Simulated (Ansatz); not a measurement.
**Ir (Fm-3m), γ-surface**

All numbers below come from DFT PBEsol, scalar-relativistic, plane waves, PAW in Ansatz 0.2.0. Cutoff 420 eV, Γ-centred 20×20×4 k-points, Gaussian smearing of 0.15 eV. Spin–orbit coupling is left out, which can shift energies with elements as heavy as these. No spin polarisation. Energies are free energies at this smearing, counted from the undisturbed cell; pressure is positive in compression.

The undisturbed cell (as given, not relaxed at this level; it stands at -2.7 GPa):

```
Ir
1.0
     1.91970   -1.91970    0.00000
     1.91970    0.00000   -1.91970
     7.67880    7.67880    7.67880
Ir
6
Cartesian
  3.1994 -0.6400 -0.6400
  7.0388 7.0388 7.0388
  3.1994 1.2797 1.2797
  7.0388 3.1994 3.1994
  3.1994 3.1994 3.1994
  7.0388 5.1191 5.1191
```

Vector c is tilted by p·a + q·b with the atoms' Cartesian places fixed: one unrelaxed fault a cell on a (1 1 1) plane of area 6.38 Å². Points are written (p, q).

Energy above the undisturbed cell in mJ/m² (a dash: not computed):

```csv
p \ q,0.000,0.167,0.333,0.500,0.667,0.833
0.000,0,658,1728,2121,1728,658
0.167,658,2056,?,?,2056,658
0.333,1728,?,?,?,1728,833
0.500,2121,?,?,2121,906,906
0.667,1728,2056,1728,906,403,906
0.833,658,658,833,906,906,833
```

Problem. Fill in the withheld energies.

Solution. (0.167, 0.333): 2794; (0.167, 0.500): 2794; (0.333, 0.167): 2794; (0.333, 0.333): 2998; (0.333, 0.500): 2794; (0.500, 0.167): 2794; (0.500, 0.333): 2794.